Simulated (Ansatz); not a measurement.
**Bi4Te3 (R-3m) under several functionals**

**What was measured.**

From “Bulk and surface electronic structure of Bi4Te3 from GW calculations and photoemission experiments”, 2022, arxiv:2204.08856, for a bulk crystal of Bi4Te3: lattice constant a 4.451 Å; lattice constant c 41.888 Å.

Plane-wave DFT in Ansatz with scalar-relativistic PAW potentials. The same structure was relaxed (cell and atoms, symmetry kept) in separate runs at each level. No spin polarisation.

Q: How do the levels LDA, PBE, PBEsol compare?

A:
| level | cutoff (eV) | k mesh | V (Å³/atom) | a (Å) | c (Å) | gap (eV) |
| --- | --- | --- | --- | --- | --- | --- |
| LDA | 420 | 12×12×12 | 32.873 | 4.408 | 41.017 | 0.13 |
| PBEsol | 420 | 12×12×12 | 33.715 | 4.438 | 41.507 | 0.14 |
| PBE | 420 | 12×12×12 | 36.029 | 4.506 | 43.034 | 0.19 |

The usual order of volumes, LDA < PBEsol < PBE, holds here (32.873, 33.715, 36.029 Å³/atom). As a rule LDA overbinds; PBEsol, built on the gradient expansion of slowly varying densities, lies between LDA and PBE; PBE's stronger gradient term for exchange weakens bonds. Each gap belongs to its own cell, so it mixes the functional's effect with that of the volume; gaps are the least found on the k mesh or on a band path.

For PBE: Against the measured lattice constant a of Bi4Te3, 4.451 Å (quoted in “Bulk and surface electronic structure of Bi4Te3 from GW calculations and photoemission experiments”, 2022, arxiv:2204.08856), the calculated 4.506 Å is off by +1.2 %. Measured lattice constant c of Bi4Te3: 41.888 Å (quoted in “Bulk and surface electronic structure of Bi4Te3 from GW calculations and photoemission experiments”, 2022, arxiv:2204.08856). This calculation gives 43.034 Å (+2.7 %). The calculations are for 0 K without zero-point motion.

Spin-orbit coupling is left out, which matters for the bands of heavy elements.